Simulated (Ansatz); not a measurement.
Relaxed CsSnI$_{3}$ (cubic perovskite):

```
CsSnI3
1.0
    6.27122     0.00000     0.00000
    0.00000     6.27122     0.00000
    0.00000     0.00000     6.27122
Cs Sn I
1 1 3
Direct
  0.00000   0.00000   0.00000
  0.50000   0.50000   0.50000
  0.00000   0.50000   0.50000
  0.50000   0.50000   0.00000
  0.50000   0.00000   0.50000
```

Calculation: PBE (plane waves to 420 eV, PAW, scalar-relativistic; Ansatz, a quantum-chemistry and plane-wave program). k mesh 5×5×5 (Γ-centred), Fermi-Dirac smearing 0.05 eV. CsSnI3 was relaxed with its symmetry unable to fall. Spin-orbit coupling is left out, though I is heavy. The PAW data are Ansatz's earlier set. This is a high-temperature form of CsSnI3.

One atom of the cell was then moved (with its periodic images), all else fixed, and the forces (eV/Å) came out as:

```tsv
atom	Fx	Fy	Fz
Cs1	0.176	0.176	0.176
Sn2	-0.031	-0.031	-0.031
I3	-0.012	-0.067	-0.067
I4	-0.067	-0.067	-0.012
I5	-0.067	-0.012	-0.067
```

### Question
Which atom was moved, and by which vector (Å)?

### Answer
Cs1, by (-0.46, -0.46, -0.46), 0.80 Å in all.

(For displaced atoms, the force is minus the slope of the energy, and its curvature is a force constant, which sets phonon frequencies.)
